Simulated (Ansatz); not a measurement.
LiNbO$_{3}$ (R3c), relaxed with LDA (Ansatz, a quantum-chemistry and plane-wave program, plane waves, PAW): a = b = 5.067 Å, c = 13.687 Å, α = β = 90.00°, γ = 120.00°.

```
Property              Value
--------------------  -----
gap (eV)               3.49
B₀ by P(V) fit (GPa)    123
```

### Question
The same phase is relaxed and computed with HSE06 in the same code. What are the cell and these values now?

### Answer
a = 5.133 Å, b = 5.133 Å, c = 13.840 Å, α = 90.00°, β = 90.00°, γ = 120.00°.

* **gap (eV)**: 5.13
* **B₀ by P(V) fit (GPa)**: 110

All cells were relaxed under the symmetry of their starts (and spin orders); stability against distortions was not tested throughout. Rows with no word on spin ran without spin polarisation. Spin–orbit coupling is left out wherever it is not named.

Potentials: the later of the program's two PAW sets.

Ansatz is a plane-wave DFT program.
